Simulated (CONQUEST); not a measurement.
A self-consistent single point of Ni3Ge (Pm-3m, 4 atoms in the cell; from Materials Project mp-21008) with CONQUEST.

Method: PBEsol, numerical atomic orbitals double-zeta with polarisation (the shipped basis), PseudoDojo norm-conserving potentials made for PBEsol (CONQUEST 1.3).

```
Ni3Ge
1.0
    3.53033     0.00000     0.00000
    0.00000     3.53033     0.00000
    0.00000     0.00000     3.53033
Ni Ge
3 1
Direct
  0.50000   0.00000   0.50000
  0.00000   0.50000   0.50000
  0.50000   0.50000   0.00000
  0.00000   0.00000   0.00000
```

Reference input (self-consistent single point, DFT, PBEsol, numerical atomic orbitals double-zeta with polarisation (the shipped basis), PseudoDojo norm-conserving potentials made for PBEsol): basis = DZP; Diag.MPMeshX, Y, Z = 4 4 4; potentials = PseudoDojo norm-conserving PBEsol; Grid.GridCutoff = 175 Ha; DM.SolutionMethod = diagon; Diag.SmearingType = 1; Diag.kT = 0.009996 Ha; Diag.GammaCentred = true; Diag.MPOrder = 0; minE.SCTolerance = 1.0e-06; SC.MaxIters = 100; SC.LinearMixingFactor = 0.5. This run's input differs from it in these lines:

```diff
@@ -17,5 +17,5 @@
 Diag.MPMesh                    T
-Diag.MPMeshX                   4
-Diag.MPMeshY                   4
-Diag.MPMeshZ                   4
+Diag.MPMeshX                   2
+Diag.MPMeshY                   2
+Diag.MPMeshZ                   2
 Diag.GammaCentred              T
@@ -23,3 +23,3 @@
 Diag.MPOrder                   0
-Diag.kT                        0.009996
+Diag.kT                        0.011025
```

Output (repeated stretches shortened):

```
    PulayMixSC: Starting Pulay mixing, A_up =  0.500 A_dn =  0.500
    PulayMixSC: Spin non-polarised calculation.
    PulayMixSC: with Kerker preconditioning, q0 =  0.500
          Harris-Foulkes Energy            :      -592.189973554471862 Ha
          Free Energy (E-TS)               :      -592.204742928362521 Ha
    PulayMixSC: Pulay iteration     1 residual:              0.27408E-02
          Harris-Foulkes Energy            :      -592.174289131923729 Ha
          Free Energy (E-TS)               :      -592.189770324633855 Ha
    PulayMixSC: Pulay iteration     2 residual:              0.14410E-02
   [... lines left out ...]
          Free Energy (E-TS)               :      -592.173624566429794 Ha
    PulayMixSC: Pulay iteration    13 residual:              0.32338E-05
          Harris-Foulkes Energy            :      -592.159420914614657 Ha
          Free Energy (E-TS)               :      -592.173623830860379 Ha
    PulayMixSC: Pulay iteration    14 residual:              0.23302E-05
          Harris-Foulkes Energy            :      -592.159421445179532 Ha
          Free Energy (E-TS)               :      -592.173624255459458 Ha
    PulayMixSC: Pulay iteration    15 residual:              0.91756E-06
    PulayMixSC: Reached SCF tolerance of  0.91756E-06 after     15 iterations
      | Number of electrons      =        68.000009
      | GS Energy with kT -> 0   =      -592.166522850319552 Ha
      | Free Energy as E-TS      =      -592.173624255459458 Ha
      |* Harris-Foulkes energy   =      -592.159421445179532 Ha
      |* DFT total energy        =      -592.159421414693384 Ha

    force: Forces on atoms (Ha/a0)
    force:  Atom   X              Y              Z
    force:     1  -0.0000000000   0.0000000000  -0.0000000000
   [... zero for the other atoms too ...]

    force: Maximum force :        0.00000000(Ha/a0) on atom         1 in z direction
    force: Force Residual:        0.00000000 Ha/a0
    force: Total stress:          0.84649508     0.84649507     0.84649511 GPa
    force: Average pressure:     -0.84649509 GPa

    get_E_and_F: Change in energy during last step of electronic optimisation: -0.53056E-06
```

The run converged in 15 iterations. CONQUEST prints the stress tensor with tension positive. Against the reference run the free energy goes down by 92.5 meV/atom and the pressure goes from 3.17 to -0.85 GPa.

The program uses no crystal symmetry, so grid and mesh can part values that symmetry would make equal. The atom-centred basis is finite, which shifts total energies and pressures against plane waves. The run has no spin polarisation, so moments on Ni cannot form. This run is one point of a test of settings, so its values need not be converged; read them against the reference run alone. The structure comes from a collection of computed structures, made at another level of theory; the collection holds predicted forms beside known ones. No clean gap shows at this smearing width and mesh (spacing up to 0.89 Å⁻¹); the mesh is coarse for partly filled bands, so the values carry mesh errors.

Cost on one core: roughly 70 core-seconds.
